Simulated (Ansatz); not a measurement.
Rb2LiInCl6:
```yaml
crystal:
  lattice:
    - [0.00000, 5.04578, 5.04578]
    - [5.04578, 0.00000, 5.04578]
    - [5.04578, 5.04578, 0.00000]
  atoms:
    - { symbol: Rb, position: [0.75000, 0.75000, 0.75000] }
    - { symbol: Rb, position: [0.25000, 0.25000, 0.25000] }
    - { symbol: Li, position: [0.50000, 0.50000, 0.50000] }
    - { symbol: In, position: [0.00000, 0.00000, 0.00000] }
    - { symbol: Cl, position: [0.75126, 0.24874, 0.24874] }
    - { symbol: Cl, position: [0.24874, 0.75126, 0.75126] }
    - { symbol: Cl, position: [0.24874, 0.75126, 0.24874] }
    - { symbol: Cl, position: [0.75126, 0.24874, 0.75126] }
    - { symbol: Cl, position: [0.24874, 0.24874, 0.75126] }
    - { symbol: Cl, position: [0.75126, 0.75126, 0.24874] }
```

DFT-PBEsol in the program Ansatz with PAW potentials gives a gap of 2.89 eV without spin–orbit coupling, maximum at Γ, minimum at Γ.

What happens when spin–orbit coupling is switched on?

The gap shrinks by 0.02 eV, to 2.87 eV; maximum at Γ, minimum at Γ.

How large is the spin–orbit splitting of the valence top at Γ?

The fourfold level lies 0.07 eV above the split-off pair.

Give the electron effective mass with spin–orbit coupling.

0.48 mₑ (isotropic).

Give the hole effective mass with spin–orbit coupling, band 1 of 2 at the edge.

2.4 along [100], 1.7 along [110], 1.5 along [111] (mₑ).

Give the hole effective mass with spin–orbit coupling, band 2 of 2 at the edge.

0.88 along [100], 1.0 along [110], 1.1 along [111] (mₑ).

Space group Fm-3m. The workflow started from a Materials Project entry (that database holds measured and hypothetical structures alike); the Crystallography Open Database copy checked does not list it. Its standing as an ambient phase is unchecked. The cell was relaxed with PBEsol under the symmetry of its start; whether a distortion lowers the energy is not shown.

Potentials: the later of the program's two PAW sets.
